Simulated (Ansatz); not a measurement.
Zone-centre modes in WSe2

These are results of Ansatz 0.2.0, DFT LDA, scalar-relativistic, plane waves, PAW, not measurements. Cutoff 420 eV, Γ-centred 12×12×2 k-points, Gaussian smearing of 0.05 eV. Spin–orbit coupling is left out, which can shift energies with elements as heavy as these. No spin polarisation.

The undisturbed cell (as given, not relaxed at this level; this form isn't the usual structure):

```xyz
3
Lattice="3.3179 0.0000 0.0000 -1.6590 2.8734 0.0000 0.0000 0.0000 16.6581" Properties=species:S:1:pos:R:3 pbc="T T T"
W    -1.6590    2.8734    0.0000
Se    0.0000    1.9156    1.6623
Se    0.0000    1.9156   14.9959
```

The cell holds layers and no dispersion correction was added, so their binding is poorly described.

Harmonic modes by finite displacements of 0.02 Å, without the LO–TO term.

Q: At this geometry, is the structure stable against these modes?

A: Yes: no mode is imaginary beyond 10 cm⁻¹, and only the three translations lie near zero.

Q: List the wavenumbers in cm⁻¹.

A: 0, 0, 0, 168, 168, 239, 239, 242, 298.

Cost: 1 run of about 0.88 core-minutes, on Intel Xeon 6975P-C (Granite Rapids) (shared hosts).